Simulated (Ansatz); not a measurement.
YCu₂:
```
CELL_PARAMETERS angstrom
     -2.12925     3.43314     3.62178
      2.12925    -3.43314     3.62178
      2.12925     3.43314    -3.62178
ATOMIC_POSITIONS crystal
  Cu 0.21806 0.16502 0.05305
  Cu 0.61197 0.16502 0.44695
  Cu 0.78194 0.83498 0.94695
  Cu 0.38803 0.83498 0.55305
  Y  0.79328 0.54328 0.25000
  Y  0.20672 0.45672 0.75000
```

Relaxed with r²SCAN.

Problem. Map the electron localisation function on the plane through (0.218, 0.165, 0.053) spanned by u = [1, 1, 0] and v = [1, 0, 1] in lattice vectors, from the program Ansatz at the r²SCAN level (PAW).

Solution. x is the fraction of u, y of v (the angle between them is 90°; rows are the nearest grid lines); atoms in the plane: Cu at (0.00, 0.00), Cu at (0.00, 0.39), Cu at (0.67, 0.89), Cu at (0.67, 0.50), Y at (0.38, 0.20), Y at (0.29, 0.70).
```
|@@+:..:--.       .:::........::..:+@@|
|@#=:..:--:.     .:-:...:-::...:..:=#@|
|::...:-:.      :---..:=%@%+:..::...::|
|....:::.       .:-:..:=%@@+:..:::....|
|::--:  .=*##*+:  .::..:---:...:---:::|
|---:  .+%%@@%%+.  ::..........:------|
|-:.  .*%@%**%@%*.  :::.....:::::-----|
|::.  :#@%#--#%%*.  .:::::::::::::::::|
|--:  .+%@%##%@%+. .::.......:::------|
|---.  -#%@@@@@#-  .:.........::------|
|:::::. .:=+++-.  :::..:=+=:...:--::::|
|...:::.   ..    .-:..:-#@%=:..:-:....|
|-::..:--:.    .:---..:-#@%=:..::...:-|
|*+-...---:.    .:--:..:=+=:...:...-+*|
|@%+:..:-:.        .::.......:::..:+%@|
|#*-...::.   .::..  .:::....::-:...-*#|
|.....::. .+%%@@%%*:  :--------::.....|
|.....:.  -#@@%%@@%+. .:--------:.....|
|:::::.  .*%@#=-*%@#:  .::::::::::::::|
|..::::  .*%@#+=#%@#:  .::--:::::::::.|
|.....:.  :#%@@@@%#=  .:--------:.....|
|::...::. .-#%%%%#=. .:--------:....::|
|@#=:..:-:    ..   .:::......:-:..:=#@|
|@@+:..:--.       .:::........::..:+@@|
```
Scale: ten equal steps from 0.052 (start of ' ') to 0.932 (end of '@'), in the order ' .:-=+*#%@'; x runs from 0.000 to 1.00, y from 0.000 (bottom) to 1.00 (top).

The density is the valence pseudo-density with augmentation charge, so density and ELF within about 1 Å of a nucleus are not all-electron values.

Space group Imma. The workflow started from an entry of the Crystallography Open Database (COD). Whether it is the stable phase at ambient conditions was not checked. The r²SCAN relaxation kept the symmetry of its start; whether a distortion lowers the energy is not shown. No spin polarisation was allowed.

Potentials: the later of the program's two PAW sets.
